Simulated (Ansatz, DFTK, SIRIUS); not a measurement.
# HfIn4SiO6: 3 runs at one level of theory

```xyz
12
Lattice="2.7159 -4.7036 0.0083 2.7159 4.7036 0.0083 -1.8792 0.0000 7.4013" Properties=species:S:1:pos:R:3 pbc="T T T"
Hf    2.7159   -2.7125    0.0083
In    1.7763   -1.1453    3.7090
In    2.7159    0.4231    0.0083
In    1.7763    2.0313    3.7090
In    1.7763   -4.3098    3.7090
Si    2.7159    3.5589    0.0083
O    -1.1497    0.2444    6.4159
O     4.7022    0.2444    1.0021
O     1.9910   -1.2091    6.4253
O     1.5616   -1.2091    0.9927
O     1.8741    2.2355    0.9933
O     1.6785    2.2355    6.4246
```

The cell comes from a database or a generator and needn't be the stable form of this composition.

Alike in all runs: task single point; functional PBE; k mesh 6 × 6 × 4; occupations fermi-dirac, width 0.05 eV; no spin polarisation; no spin-orbit coupling. A missing gap at this level doesn't show that the real crystal is a metal. Pressure is positive in compression and, in plane waves, holds the error of the finite cutoff, which Ansatz's Pulay term estimates and takes out.

```tsv
program and potentials	plane-wave cutoff (eV)	notes	band gap (eV)	pressure (GPa)	largest force (eV/Å)
Ansatz, Ansatz PAW	420	9.83 valence electrons an atom on average; Pulay term of +0.45 GPa included	no gap	0.03	0.013
DFTK, PseudoDojo SR PBE 0.4.1 standard (PBE)	1143	8.67 valence electrons an atom on average	no gap	-0.43	0.097
SIRIUS, PseudoDojo 0.4.1 PBE standard (scalar relativistic)	1152	8.67 valence electrons an atom on average	no gap	-0.43	0.096
```

Force on atom 9 (O), eV/Å:

```csv
program and potentials,x,y,z
"DFTK, PseudoDojo SR PBE 0.4.1 standard (PBE)",-0.032,-0.076,0.051
"SIRIUS, PseudoDojo 0.4.1 PBE standard (scalar relativistic)",-0.032,-0.075,0.051
```

None finds a gap. The pressure spans -0.43 (SIRIUS, PseudoDojo 0.4.1 PBE standard (scalar relativistic)) to 0.03 GPa (Ansatz, Ansatz PAW).

The functional is the same throughout but for its coding, so the spread measures potentials, basis and numerics; runs on potential files found faulty are left out.
